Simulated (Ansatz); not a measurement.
One starting cell of BN (a generated cell, BN built in the wurtzite structure type) was relaxed twice with Ansatz (plane waves, PAW, scalar-relativistic): with r2SCAN at 500 eV and with PBE at 420 eV. The r2SCAN result:

```xyz
4
Lattice="2.5440 0.0000 0.0000 -1.2720 2.2031 0.0000 0.0000 0.0000 4.2077" Properties=species:S:1:pos:R:3 pbc="T T T"
B      1.2720     0.7344     4.2073
B      0.0000     1.4688     2.1034
N      1.2720     0.7344     2.6311
N      0.0000     1.4688     0.5272
```

```
quantity                          r2SCAN    PBE
--------------------------------  ------  -----
space group                        P6₃mc  P6₃mc
volume (Å³/atom)                    5.90   5.97
a (Å)                              2.544  2.555
c (Å)                              4.208  4.225
gap (eV, no spin-orbit coupling)    5.75   5.23
```

Both levels end in the same structure; PBE's volume is 1.2 % larger; its gap is 0.52 eV smaller. Neither column is exact.

No spin polarisation in the result.

Measured for BN: a 2.55 Å (as listed in K. Doll, J. C. Schön, M. Jansen, Physical Review B (2008)); c 4.2 Å (as listed in K. Doll, J. C. Schön, M. Jansen, Physical Review B (2008)). Computed minus measured — a: r2SCAN -0.2 %, PBE +0.2 %; c: r2SCAN +0.2 %, PBE +0.6 %. The computed values are for a static lattice.

The run could not lose the symmetry of its start.

Ansatz is a program for electronic structure.
